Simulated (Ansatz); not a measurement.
Turning moments in MnHg (Pm-3m)

```
CELL_PARAMETERS angstrom
0.00000 3.31500 3.31500
3.31500 0.00000 0.00000
0.00000 3.31500 -3.31500
ATOMIC_POSITIONS crystal
Mn 0.50000 0.50000 0.00000
Mn 0.00000 0.50000 0.50000
Hg 0.00000 0.00000 0.00000
Hg 0.50000 0.00000 0.50000
```

Geometry: a structure as deposited in COD, repeated to hold the magnetic orders; nothing is relaxed.

Settings: PBE, 7×9×7 k mesh, Fermi–Dirac smearing of 0.1 eV. PAW means Ansatz 0.2.0 on its default frozen-core files. Site moments are integrated in spheres about the atoms. Start moments (μB): Mn1 3.9, Mn2 3.9.

The runs use spinors without spin–orbit coupling. In the held states a penalty keeps the direction of every atom that starts with a moment, the untilted ones along z, with sizes free, and the energy is taken at the target. Energies count from the run that starts parallel.

```json
{"state": "parallel moments on spinors", "ΔF PAW (meV/atom)": "0.0", "largest moment, PAW (μB)": "3.86", "size of M, PAW (μB/cell)": "7.78", "directions kept": "yes"}
{"state": "Mn2 tilted by 20° from z and held", "ΔF PAW (meV/atom)": "-0.1", "largest moment, PAW (μB)": "3.86", "size of M, PAW (μB/cell)": "?", "directions kept": "yes"}
{"state": "Mn2 tilted by 50° from z and held", "ΔF PAW (meV/atom)": "-0.1", "largest moment, PAW (μB)": "3.86", "size of M, PAW (μB/cell)": "7.05", "directions kept": "yes"}
{"state": "Mn2 tilted by 90° from z and held", "ΔF PAW (meV/atom)": "+4.4", "largest moment, PAW (μB)": "3.86", "size of M, PAW (μB/cell)": "5.50", "directions kept": "yes"}
{"state": "Mn2 tilted by 130° from z and held", "ΔF PAW (meV/atom)": "+16.1", "largest moment, PAW (μB)": "3.87", "size of M, PAW (μB/cell)": "3.30", "directions kept": "yes"}
{"state": "Mn2 tilted by 160° from z and held", "ΔF PAW (meV/atom)": "+24.3", "largest moment, PAW (μB)": "3.88", "size of M, PAW (μB/cell)": "?", "directions kept": "yes"}
{"state": "start Mn1↑ Mn2↓ on spinors", "ΔF PAW (meV/atom)": "+26.3", "largest moment, PAW (μB)": "3.89", "size of M, PAW (μB/cell)": "0.00", "directions kept": "yes"}
```

Q: Give the missing entry: row "Mn2 tilted by 20° from z and held", column "size of M, PAW (μB/cell)".

A: 7.66.

Q: Fill in "size of M, PAW (μB/cell)" for the row "Mn2 tilted by 160° from z and held".

A: 1.36.

Q: Fit ΔF(θ) = A(1 − cos θ) + B sin²θ to the PAW points, the reversed state at 180° included. How well does a Heisenberg model do?

A: A = +13.1 and B = -8.7 meV/atom, with a worst miss of 0.3 meV/atom. B isn't small beside A, so the turn needs more than bilinear exchange between fixed moments (biquadratic terms or changing moment sizes).

For the state «Mn2 tilted by 50° from z and held», by PAW: Site moments (μB): Mn1 (0.00, 0.00, 3.86); Mn2 (2.96, 0.00, 2.48); Hg3 (-0.01, 0.00, -0.02); Hg4 (-0.01, 0.00, -0.02). Cell moment 7.05 μB.

The Ansatz runs typed with the search for lower states off end where their start leads. Spin–orbit coupling is left out although heavy atoms are present. None of this fixes the real material's magnetic order: only patterns that fit the cell were computed, at zero temperature, with a functional that can overstate moments.
